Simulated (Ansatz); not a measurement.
Ansatz (a first-principles code) input:

Ansatz 0.2 input:
```yaml
crystal:
  lattice:
    - [0.0, 2.7971669201, 2.7971669201]
    - [2.7971669201, 0.0, 2.7971669201]
    - [2.7971669201, 2.7971669201, 0.0]
  atoms:
    - { symbol: Re, position: [0.0, 0.0, 0.0] }
    - { symbol: Re, position: [0.25, 0.25, 0.25] }
kpoints:
  mp_grid: { grid: [9, 9, 9] }
  band_path:
    path:
      - [[0.0, 0.0, 0.0], [0.5, 0.0, 0.5], [0.625, 0.25, 0.625]]  # Γ-X-U
      - [[0.375, 0.375, 0.75], [0.0, 0.0, 0.0], [0.5, 0.5, 0.5], [0.5, 0.25, 0.75], [0.5, 0.0, 0.5]]  # K-Γ-L-W-X
    npoints: 12
basis: { xc_grid: 2 }
hamiltonian:
  xc: pbesol
  pseudopotentials: { azcp: { folder: ./paw }, kind: paw_fr }
magnetization: { noncollinear: true, spin_orbit: true }
scf:
  n_extra_bands: 12
  convergence: { dr2_threshold: 0.0000000001 }
  occupations: { method: gaussian, width: 0.05 }
output: { eigenvalues: true }
```

Output (shortened):

```
Pseudopotential: Re, paw, valence charge 15
Functional definition: PBEsol
non-collinear run that drives no moment, with spin-orbit …
Crystal: 2 atoms, lattice volume = 43.771 Å³
Basis set: ecut = 420 eV, 869 PW (Γ), exchange–correlation on 54×54×54 points (8 copies of the dense FFT grid, shifted against one another)
Bands: 42, of which v1, the nominal top of the filled ones, is band 30 counted from 1 (29 counted from 0)
Symmetry: 48 space group operations + 48 with time reversal
k-points: 35 of 729
Projection manifold: j_resolved (fully-relativistic pseudo-atomic orbitals)
SCF iter   1: F=—  HF=-21526.127302 eV  |F-HF|=—  |Δ(HF+E_count)|=         —  Δρ=5.79e-2  dr2=8.68e-1  dr2_m=0.00e0 (ungated)  ethr=3.10e-3  |M|=0.00e0 ∫|m|=0.00e0 μB  |m|>n=0.0e0 m-floor=0.0e0 τ_xc=0.0e0  β_m=0.30  ⟨swp⟩=6.4  Hψ=3373  notcnv=0  defer=22
preconditioner: auto → none
SCF iter   2: F=—  HF=-21525.961254 eV  |F-HF|=—  |Δ(HF+E_count)|=   1.66e-1  Δρ=3.91e-2  dr2=3.67e-1  dr2_m=0.00e0 (ungated)  ethr=2.89e-3  |M|=0.00e0 ∫|m|=0.00e0 μB  |m|>n=0.0e0 m-floor=0.0e0 τ_xc=0.0e0  β_m=0.58  ⟨swp⟩=1.0  Hψ=875  notcnv=0  defer=44
SCF iter   3: F=—  HF=-21525.847177 eV  |F-HF|=—  |Δ(HF+E_count)|=   1.14e-1  Δρ=3.20e-3  dr2=2.39e-3  dr2_m=0.00e0 (ungated)  ethr=1.22e-3  |M|=0.00e0 ∫|m|=0.00e0 μB  |m|>n=0.0e0 m-floor=0.0e0 τ_xc=0.0e0  β_m=0.57  ⟨swp⟩=2.3  Hψ=1061  notcnv=0  defer=192
SCF iter   4: F=—  HF=-21525.846564 eV  |F-HF|=—  |Δ(HF+E_count)|=   6.13e-4  Δρ=1.19e-3  dr2=1.98e-4  dr2_m=0.00e0 (ungated)  ethr=7.97e-6  |M|=0.00e0 ∫|m|=0.00e0 μB  |m|>n=0.0e0 m-floor=0.0e0 τ_xc=0.0e0  β_m=0.63  ⟨swp⟩=2.0  Hψ=1113  notcnv=0  defer=194
SCF iter   5: F=—  HF=-21525.846533 eV  |F-HF|=—  |Δ(HF+E_count)|=   3.11e-5  Δρ=3.86e-4  dr2=2.10e-5  dr2_m=0.00e0 (ungated)  ethr=6.58e-7  |M|=0.00e0 ∫|m|=0.00e0 μB  |m|>n=0.0e0 m-floor=0.0e0 τ_xc=0.0e0  β_m=0.71  ⟨swp⟩=2.6  Hψ=896  notcnv=0  defer=194
SCF iter   6: F=—  HF=-21525.846533 eV  |F-HF|=—  |Δ(HF+E_count)|=   5.56e-8  Δρ=5.26e-5  dr2=5.24e-7  dr2_m=0.00e0 (ungated)  ethr=7.00e-8  |M|=0.00e0 ∫|m|=0.00e0 μB  |m|>n=0.0e0 m-floor=0.0e0 τ_xc=0.0e0  β_m=0.86  ⟨swp⟩=1.1  Hψ=669  notcnv=0  defer=194
SCF iter   7: F=—  HF=-21525.846532 eV  |F-HF|=—  |Δ(HF+E_count)|=   1.09e-6  Δρ=3.06e-6  dr2=1.69e-9  dr2_m=0.00e0 (ungated)  ethr=1.75e-9  |M|=0.00e0 ∫|m|=0.00e0 μB  |m|>n=0.0e0 m-floor=0.0e0 τ_xc=0.0e0  β_m=0.93  ⟨swp⟩=2.0  Hψ=867  notcnv=0  defer=194
SCF iter   8: F=-21525.846532 eV  HF=-21525.846532 eV  |F-HF|=0.00e0  |Δ(HF+E_count)|=   1.14e-9  Δρ=1.85e-7  dr2=6.75e-12  dr2_m=0.00e0 (ungated)  ethr=1.00e-12  |M|=0.00e0 ∫|m|=0.00e0 μB  |m|>n=0.0e0 m-floor=0.0e0 τ_xc=0.0e0  ⟨swp⟩=8.7  Hψ=2851  notcnv=0
SCF 1 converged in 8 iterations: F = -21525.846532 eV  dr2 = 6.75e-12
NSCF: frozen V_eff on 74 k-points
SCF converged after 8 iterations
Magnetization: |M| = 0.0000 μB,  M = (+0.0000, +0.0000, +0.0000) μB
Absolute magnetization: 0.0000 μB (∫|m|)
  site 0: m = (+0.0000, +0.0000, +0.0000) μB, |m| = 0.0000 μB  (R = 1.00 Å)
  site 1: m = (+0.0000, +0.0000, +0.0000) μB, |m| = 0.0000 μB  (R = 1.00 Å)
Free energy (F): -21525.846532 eV
Harris-Foulkes:  -21525.846532 eV  (|F-HF|=0.00e0)
Internal energy: -21525.844345 eV  (E = F + TS)
E sigma→0 (E₀):  -21525.845438 eV
Entropy (-TS):   -0.002187 eV (-1.093 meV/atom)
Fermi energy:    14.371331 eV
--- Per-component energies (eV) ---
  E_band       = -422.811367
  E_kinetic    = 1014.547102
  E_local      = -2668.300578  (includes V_loc(G=0)·N_el)
  E_nonlocal   = 184.313452
  E_hartree    = 958.093293
  E_xc         = -691.971987
  E_vxc        = -560.023375  (∫ρ·V_xc dr)
  E_paw        = -17203.275131  (= ΣΔE_a)
  E_vpaw       = -309.534726  (= ΣTr[D̂ρ^β])
  E_aug_tail   = 0.000070  (compensation charges beyond the density's cutoff)
  E_ewald      = -3119.727294
  E_core_change = 0.476728  (= ΣΔE_core)
  E_smearing   = -0.002187  (= −TS)
  E_closure    =  0.000000  (closes the sum)
  Σ components = -21525.846532   (vs F -21525.846532, Δ=0.00e0)
  [band-id]    e_kinetic+e_local+e_nonlocal+2·e_hartree+e_vxc+e_vpaw+e_augmentation_tail = -422.811470   (vs E_band -422.811367, Δ=-1.04e-4)
--- Band table (eV; the first three rows and the last of 35) ---
  k-point 0: bands = ["-64.9285", "-64.9285", "-64.5600", "-64.5600", "-35.0774", "-35.0774", "-34.4004", "-34.4004", "-24.4174", "-24.4174", "-24.4174", "-24.4174", "-23.2310", "-23.2310", "-23.2310", "-23.2310", "7.4400", "7.4400", "11.2723", "11.2723", …
  k-point 1: bands = ["-64.9204", "-64.9204", "-64.5684", "-64.5684", "-35.0639", "-35.0639", "-34.4176", "-34.4176", "-24.4346", "-24.4346", "-24.3821", "-24.3821", "-23.2642", "-23.2642", "-23.2123", "-23.2123", "7.6710", "7.6710", "11.1575", "11.1575", …
  k-point 2: bands = ["-64.8978", "-64.8978", "-64.5917", "-64.5917", "-35.0260", "-35.0260", "-34.4647", "-34.4647", "-24.4758", "-24.4758", "-24.2821", "-24.2821", "-23.3585", "-23.3585", "-23.1671", "-23.1671", "8.3145", "8.3145", "11.0615", "11.0615", …
  k-point 34: bands = ["-64.7703", "-64.7703", "-64.7213", "-64.7213", "-34.8051", "-34.8051", "-34.7133", "-34.7133", "-24.5262", "-24.5262", "-23.8882", "-23.8882", "-23.7356", "-23.7356", "-23.1033", "-23.1033", "10.3510", "10.3510", "10.4849", "10.4849", …
```

Cost: very roughly 18 core-seconds on shared cores.

Space group Fd-3m (diamond). The start of the workflow was typed in or built on a structure type; neither database checked (COD, Materials Project) lists it. It is not the phase usual at ambient conditions (space group No. 194). The PBEsol relaxation kept the symmetry of its start. At this level the phase is mechanically unstable. The run is not spin-polarised.

Potentials: the earlier of the program's two PAW sets. The files were generated under PBE; for other functionals the program regenerates the frozen cores, and for LDA and PBEsol the local potential too.

Ansatz is a plane-wave DFT program.
